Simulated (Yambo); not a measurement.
Yambo run on Be₂C (space group Fm-3m, No. 225). The wavefunctions are LDA (pw.x of Quantum ESPRESSO, ONCV potentials, scalar-relativistic) ones on a 6×6×6 mesh (6 occupied bands); a = 3.020 Å, b = 3.020 Å, c = 3.020 Å, α = 60.00°, β = 60.00°, γ = 60.00°.

Yambo input:

```
rim_cut
HF_and_locXC
RandQpts= 1000000
RandGvec= 1 Ry
EXXRLvcs= 88 Ry
VXCRLvcs= 352 Ry
% QPkrange
 1 | 1 | 6 | 7 |
 4 | 4 | 6 | 7 |
 13 | 13 | 6 | 7 |
%
```

k points by index: 1 = Γ, 4 = L, 13 = X.

Resulting energies as the program prints them:

```
#    K-point    Band    Eo [eV]    Ehf [eV]    Vxc [eV]    Vnlxc [eV]
#
    1    6    0.000000    -1.944612    -15.11326    -17.05787
    1    7    4.126288    9.487892    -12.45788    -7.096273
    4    6    -1.907583    -4.599330    -14.50591    -17.19766
    4    7    5.031407    10.62302    -11.97952    -6.387912
    13    6    -4.915660    -8.693659    -13.60781    -17.38581
    13    7    1.212199    5.582065    -11.50385    -7.133985
```
Exchange alone, without screening.

Geometry relaxed with LDA.
